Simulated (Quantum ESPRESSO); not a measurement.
# Ga2ZnSiN4: a curve over strain

Computed values, not a measurement. The program is pw.x of Quantum ESPRESSO 7.5 (plane-wave density functional theory). The cell is made up: 8 atoms on a wurtzite lattice, with randomly drawn elements, strain and displacements, not relaxed. PseudoDojo standard norm-conserving files (v0.5 for PBE, v0.4.1 for LDA and PBEsol) set the functional; there is no spin polarisation, spin-orbit coupling or dispersion term, and the masses in the input are unused placeholders.

Seven runs add a strain to one cell (along z); the atoms follow the cell and are not relaxed. Stress in the table is positive in tension.

Input of the run at +0.0020:

```
&control calculation='scf', pseudo_dir='./dojo.nc.sr.pbe.v0_5.standard.upf', outdir='./o', disk_io='low', tprnfor=.true., tstress=.true. /
&system ibrav=0, nat=8, ntyp=4, nbnd=41, ecutwfc=84.00895049, nosym=.true., tot_charge=0,
 occupations='smearing', smearing='fd', degauss=0.0018374661
/
&electrons conv_thr=7.350e-09, electron_maxstep=60, /
ATOMIC_SPECIES
Ga 1.0 Ga.upf
N 1.0 N.upf
Si 1.0 Si.upf
Zn 1.0 Zn.upf
CELL_PARAMETERS angstrom
3.129 0.0 0.0
0.0 5.4195 0.0
0.0 0.0 5.1198
ATOMIC_POSITIONS angstrom
Ga 0.1261 -0.0267 0.1685
Ga 1.4192 2.658 0.0225
Zn 1.4465 0.864 2.4238
Si -0.1559 3.5348 2.5142
N -0.0108 -0.1002 1.7792
N 1.6451 2.6186 1.9291
N 1.4986 0.9365 4.5881
N 0.0057 3.5439 4.4413
K_POINTS automatic
6 4 4 1 1 1
```

| added strain | free energy less that of the input shown (eV) | stress xx (GPa) | stress yy (GPa) | stress zz (GPa) | stress xy (GPa) | pressure (GPa) | iterations |
| --- | --- | --- | --- | --- | --- | --- | --- |
| -0.0210 | 0.4294 | -12.73 | -16.78 | -42.27 | -4.37 | 23.93 | 13 |
| -0.0172 | 0.3445 | -12.36 | -16.40 | -39.55 | -4.30 | 22.77 | 13 |
| -0.0133 | 0.2646 | -11.99 | -16.02 | -36.87 | -4.23 | 21.63 | 13 |
| -0.0090 | 0.1824 | -11.58 | -15.61 | -34.00 | -4.15 | 20.40 | 13 |
| +0.0020 | 0.0000 | -10.60 | -14.62 | -27.05 | -3.96 | 17.43 | 13 |
| +0.0097 | -0.1029 | -9.95 | -13.95 | -22.56 | -3.84 | 15.49 | 13 |
| +0.0231 | -0.2396 | -8.89 | -12.87 | -15.37 | -3.62 | 12.38 | 13 |

A cubic fit gives a slope of stress zz against the added strain of 613 GPa at zero added strain, with the atoms clamped. Across the table the free energy follows the integral of the stress to within 1.1 meV. A rerun of one of the cells at 1437 eV and a 8 x 6 x 6 mesh moved values by no more than 0.002 eV in energy, 0.05 GPa in stress and 0.003 eV/Å in force.